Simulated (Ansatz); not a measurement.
Ti₂SiTe₂: rattling a relaxed structure

The cell was found from a proposed guess, not taken from experiment.

Computed with Ansatz, DFT PBE, scalar-relativistic, plane waves, PAW. Settings: cutoff 420 eV, Γ-centred mesh 12×12×4 on the computed 5-atom cell, Gaussian smearing of 0.10 eV; no spin polarisation.

The cell below (5 atoms, space group P-6m2 (No. 187)) is relaxed within its symmetry.

```yaml
crystal:
  lattice:
    - [3.68985, 0.00000, 0.00000]
    - [-1.84492, 3.19550, 0.00000]
    - [0.00000, 0.00000, 10.56710]
  atoms:
    - { symbol: Ti, position: [0.33333, 0.66667, 0.85385] }
    - { symbol: Ti, position: [0.33333, 0.66667, 0.14615] }
    - { symbol: Si, position: [0.00000, 0.00000, 0.00000] }
    - { symbol: Te, position: [0.66667, 0.33333, 0.68956] }
    - { symbol: Te, position: [0.66667, 0.33333, 0.31044] }
```

For the test a repeat of it with 10 atoms (edges 3.69, 3.69, 21.13 Å) was strained at random (σ = 1.5 % a component), the atoms were moved at random (σ = 0.15 Å), and all was relaxed again on a coarse 6×6×1 mesh (in the run’s order of axes) with 0.20 eV smearing, with no symmetry imposed.

Weakly bound directions are ill-defined at this level, which has no dispersion term. These runs have no spin–orbit coupling, which can matter for Te.

Task: Is the structure stable against such a distortion?

Result: It doesn't return. The energy falls by 8 meV/atom on that mesh, the volume changes by -5.5 %, and the end has space group Cm (No. 8) at a loose tolerance. Relaxed again on a 10×10×4 mesh with 0.10 eV smearing, the new structure lies 6 meV/atom below the first (mesh in the axes of the run's cell; the cell below is made exact in the group named). Space group Cm (No. 8), monoclinic, a = 6.443 Å, b = 3.631 Å, c = 10.305 Å, β = 101.7°. Ti on its first site is surrounded by 3 Si at 2.62–2.64 Å, 3 Te at 2.74–2.76 Å and 1 Ti at 3.10 Å; Ti on its second site is surrounded by 3 Si at 2.62–2.63 Å, 3 Te at 2.75–2.77 Å and 1 Ti at 3.10 Å; Si has 6 Ti at 2.62–2.64 Å; Te on its first site is surrounded by 3 Ti at 2.74–2.76 Å; 1 more site not described.

```cif
data_structure
_symmetry_space_group_name_H-M 'Cm'
_symmetry_Int_Tables_number 8
_cell_length_a 6.4427
_cell_length_b 3.6310
_cell_length_c 10.3052
_cell_angle_alpha 90.000
_cell_angle_beta 101.682
_cell_angle_gamma 90.000
_cell_volume 236.08
loop_
_atom_site_label
_atom_site_type_symbol
_atom_site_symmetry_multiplicity
_atom_site_Wyckoff_symbol
_atom_site_fract_x
_atom_site_fract_y
_atom_site_fract_z
_atom_site_occupancy
Ti1 Ti 2 a 0.28395 0.00000 0.84645 1
Ti2 Ti 2 a 0.38332 0.00000 0.15331 1
Si1 Si 2 a 0.00266 0.00000 0.00000 1
Te1 Te 2 a 0.05974 0.50000 0.67304 1
Te2 Te 2 a 0.27164 0.50000 0.32719 1
```
